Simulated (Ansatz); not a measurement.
BaNbNO$_{2}$ in space group P4/mmm (No. 123; Ba on 1a, Nb on 1d, N on 1c, O on 2e), the program Ansatz at the LDA level (PAW), all energies at zero smearing, with the estimated change up to a 700 eV cutoff added, with one set of potentials and settings (totals compare only within such a set). Cell of 5 atoms (1 Ba, 1 Nb, 1 N, 2 O): -11713.325 eV.

```csv
element,reference phase,E (eV/atom)
Ba,"Im-3m, 1 atoms in the cell",-5779.5825
Nb,"Im-3m, 1 atoms in the cell",-4442.5966
N,"P4_2/mnm, 4 atoms in the cell",-373.6497
O,"C2/m, 4 atoms in the cell, spin-polarised",-552.6518
```

Formation energy per atom, worked out: (-11713.325 − 1×(-5779.5825) − 1×(-4442.5966) − 1×(-373.6497) − 2×(-552.6518))/5 = -2.438 eV/atom (-235 kJ per mol of atoms), at 0 K, without zero-point energy or fitted corrections.

The first step of the workflow began from a Materials Project structure, measured or hypothetical; the Crystallography Open Database copy checked does not list it. With N and O taken as one species the cell has the higher symmetry Pm-3m, so it may be an ordered model of a mixed-site phase. Whether it is the stable phase at ambient conditions was not checked. Symmetry was held in the LDA relaxation. At this level the phase is dynamically unstable (imaginary phonons). The run is not spin-polarised. The references are the lowest solids computed at this level, not always the standard phases (solids in place of the gases). Scalar-relativistic: spin–orbit coupling is off unless named, which matters more the heavier the elements.

Potentials: the later of the program's two PAW sets.
